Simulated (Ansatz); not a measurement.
# TaN: pressure against volume, fitted

```xyz
2
Lattice="2.9380 0.0000 0.0000 -1.4690 2.5444 0.0000 0.0000 0.0000 2.8830" Properties=species:S:1:pos:R:3 pbc="T T T"
Ta    0.0000    1.6963    1.4415
N     0.0000    0.0000    0.0000
```

Atoms are numbered in the order listed.

The geometry is COD entry 1538016, unchecked; take it as a test cell.

No spin–orbit coupling, which matters for the heavy atoms here.

Computed with DFT, LDA, all-electron LAPW, scalar-relativistic (Ansatz 0.2.0).

Settings: a Γ-centred 12×12×10 k mesh, Fermi–Dirac smearing of 0.02 eV, basis error target 0.25 meV/atom, no spin polarisation.

The cell is scaled evenly. Fractional coordinates are held (clamped ions).

```tsv
V (Å³/atom)	P (GPa)
10.345	3.16
10.560	-4.57
10.668	-8.14
10.776	-11.51
10.884	-14.70
10.991	-17.72
11.207	-23.29
11.422	-28.27
```

(1) Fit a third-order Birch–Murnaghan curve to the pressures.

(2) Predict the pressure at the withheld volume, 10.129 Å³/atom.

Answers

(1) P = (3B0/2)(y^(7/2) − y^(5/2))[1 + (3/4)(B0′ − 4)(y − 1)] with y = (V0/V)^(2/3) fits within 0.01 GPa for V0 = 10.430 Å³/atom, B0 = 378.7 GPa and B0′ = 4.34.

(2) There y = 1.0197, so the fit gives 11.81 GPa; the run gave 11.79 GPa.
